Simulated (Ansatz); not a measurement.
Ir (fcc, Cu type)

```
Ir
1.0
    0.00000     3.87085     3.87085
    1.93542     0.00000     1.93542
    1.93542     1.93542     0.00000
Ir
2
Cartesian
  0.00000   0.00000   0.00000
  1.93542   3.87085   1.93542
```

The atoms are displaced by Q × the pattern below (from a DFPT mode at L = (0.5, 0.0, 0.0), largest move 1; Q in Å), at fixed cell. (q is in reciprocal vectors of the primitive cell; the cell shown is doubled to hold the pattern.)

```csv
atom,x,y,z
Ir1,0.577,-0.577,-0.577
Ir2,-0.577,0.577,0.577
```

These are PBE (plane waves to 420 eV, PAW, scalar-relativistic; Ansatz, an electronic-structure program) values and carry that method's errors. k mesh 21×21×21 (Γ-centred), Fermi-Dirac smearing 0.05 eV. E stands for the smeared free energy. With partly filled bands, energies and forces of such displacements shift with the k mesh and the smearing. Ir is run without spin polarisation. Ir was relaxed with its symmetry unable to fall. Spin-orbit coupling is left out, though Ir is heavy. The zero of ΔE is the undisplaced structure. The last digit holds for this mesh only.

```tsv
Q (Å)	ΔE (meV/cell)
-0.1000	264.5
-0.0833	182.3
-0.0667	withheld
-0.0500	65.0
-0.0333	28.8
-0.0167	7.2
0.0000	0.0
0.0167	7.2
0.0333	28.8
0.0500	65.0
0.0667	withheld
0.0833	182.3
0.1000	264.5
```

Task: Fit an even polynomial form (powers 2, 4) to the given rows and predict ΔE at Q = -0.0667.

Result: Least squares on the 11 given rows: ΔE = (25870)·Q² + (58460)·Q⁴, in meV/cell with Q in Å; root-mean-square residual 0.03 meV/cell. At -0.0667 the fit gives 116.2 meV/cell; the calculation gives 116.0 meV/cell, so the interpolation is off by 0.2 (+0.2 %). The quadratic term alone would give 115.1 meV/cell.

(For displaced atoms, the force is minus the slope of the energy, and its curvature is a force constant, which sets phonon frequencies.)
